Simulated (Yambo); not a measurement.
```
LiNbF6
1.0
    2.55732     1.47647     4.55700
   -2.55732     1.47647     4.55700
    0.00000    -2.95293     4.55700
Li F Nb
1 6 1
Cartesian
  0.00000   0.00000   6.83550
 -1.59857  -0.22781   7.99778
  1.59857   0.22781   5.67323
  0.60199   1.49831   7.99778
 -0.60199  -1.49831   5.67323
  0.99658  -1.27050   7.99778
 -0.99658   1.27050   5.67323
  0.00000   0.00000   0.00000
```

Response from Yambo on norm-conserving LDA (Quantum ESPRESSO, 84 Ry, without SOC) bands: 4×4×4 mesh, 89 bands, 3 Ry local-field block, 0.2 eV broadening.

**Question.** Give the static electronic dielectric constant without and with local fields along each axis.

**Answer.** 
```json
[
 {"field along": "x", "ε(0), independent particles": "2.86", "ε(0), RPA with local fields": "2.35", "refractive index √ε": "1.53"},
 {"field along": "z", "ε(0), independent particles": "2.87", "ε(0), RPA with local fields": "2.34", "refractive index √ε": "1.53"}
]
```
Electronic (clamped-ion) response only. LDA gaps are usually too small, which raises these values. Convergence of the RPA response with its 4×4×4 mesh was not tested. x, y and z are Cartesian axes of the cell as given.

Geometry of the Materials Project entry, not relaxed at this level.

The structure is a Materials Project entry; no match was found in the copy of COD used, and its stability was not checked.
